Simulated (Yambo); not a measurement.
CsAsF6 (space group R-3, No. 148), G0W0@PBEsol in Yambo (2×2×2 mesh, plasmon pole; 8 Ry block, no terminator). The number N of bands in W and G is varied.

| N | x = 1/N | gap Γ → Γ (eV) | shift of the valence edge (eV) |
|---|---|---|---|
| 100 | 0.01000 | 10.437 | -2.209 |
| 144 | 0.00694 | 10.271 | -2.254 |
| 201 | 0.00498 | 10.186 | -2.327 |
| 258 | 0.00388 | ? | ? |

**Question.** Basis-set arguments suggest E = E∞ + A x. Fix A and E∞ from the two rows above the withheld one, predict the row at 258 bands, and test the form.

**Answer.** Gap: A = (10.186 − (10.271))/(0.00498 − 0.00694) = 43.4, E∞ = 9.970 eV, so 10.138 eV is predicted; the run gave 10.137 eV (miss 1 meV). The first two rows have slope 54.2, so the form doesn't hold yet over the whole range. Shift: A = (-2.327 − (-2.254))/(0.00498 − 0.00694) = 37.2, E∞ = -2.512 eV, so -2.368 eV is predicted; the run gave -2.379 eV (miss 11 meV). The first two rows have slope 14.7, so the form doesn't hold yet over the whole range. The other settings are held fixed.

The standard potential for As keeps a d shell in the valence without the s and p states of that shell. In tests on such compounds this moved G0W0 gaps by up to about 0.9 eV, so absolute quasiparticle energies here are unreliable; differences between settings are what counts.

Spin-orbit coupling is not included.

Geometry of the Materials Project entry, not relaxed at this level; primitive cell a = b = c = 5.167 Å, α = β = γ = 96.53°.

The structure is a Materials Project entry; no match was found in the copy of COD used, and its stability was not checked.

A shift is the quasiparticle energy of the state minus its PBEsol energy.
